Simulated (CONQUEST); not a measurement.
Set-up for a self-consistent single point of AlNi (Pm-3m, 2 atoms in the cell; from Materials Project mp-1487, changed as shown).

```
CELL_PARAMETERS angstrom
      2.80252     0.00000     0.00000
      0.00000     2.80252     0.00000
      0.00000     0.00000     2.80252
ATOMIC_POSITIONS crystal
  Al 0.50000 0.50000 0.50000
  Ni 0.00000 0.00000 0.00000
```

Level of theory: PBE, numerical atomic orbitals double-zeta with polarisation (the shipped basis), PseudoDojo norm-conserving potentials made for PBE in CONQUEST.

CONQUEST settings:

```
key                                             value
---------------------  ------------------------------
basis                                             DZP
Diag.MPMeshX, Y, Z                           16 16 16
potentials             PseudoDojo norm-conserving PBE
Grid.GridCutoff                                140 Ha
DM.SolutionMethod                              diagon
Diag.kT                                   0.003675 Ha
Diag.GammaCentred                                true
minE.SCTolerance                              1.0e-06
SC.MaxIters                                       100
SC.LinearMixingFactor                             0.5
SC.KerkerPreCondition                            true
SC.KerkerFactor                            0.3 1/bohr
AtomMove.TypeOfRun                             static
```

Results:

```
Property                                                 Result
------------------------------------------------  -------------
Number of valence electrons                                  21
Number of bands                                              32
Number of k-points after the program's reduction           2409
Size of the basis                                            32
Number of SCF iterations                                      9
FFT grid                                           32 × 32 × 32
Free energy E − TS                                -4629.5897 eV
Fermi level (on the code's own zero)                   -7.40 eV
Pressure                                              22.82 GPa
```

For comparison: a first run was changed to give this one (lattice scaled by 0.98), and from it to this one the free energy rises by 68.1 meV/atom and the pressure goes from 9.60 to 22.82 GPa.

The program uses no crystal symmetry, so grid and mesh can part values that symmetry would make equal. The atom-centred basis is finite, which shifts total energies and pressures against plane waves. The run has no spin polarisation, so moments on Ni cannot form. The structure comes from a collection of computed structures, made at another level of theory; the collection holds predicted forms beside known ones. At this pressure the cell is far from its equilibrium volume at this level.

Cost on one core: roughly 9 core-minutes.
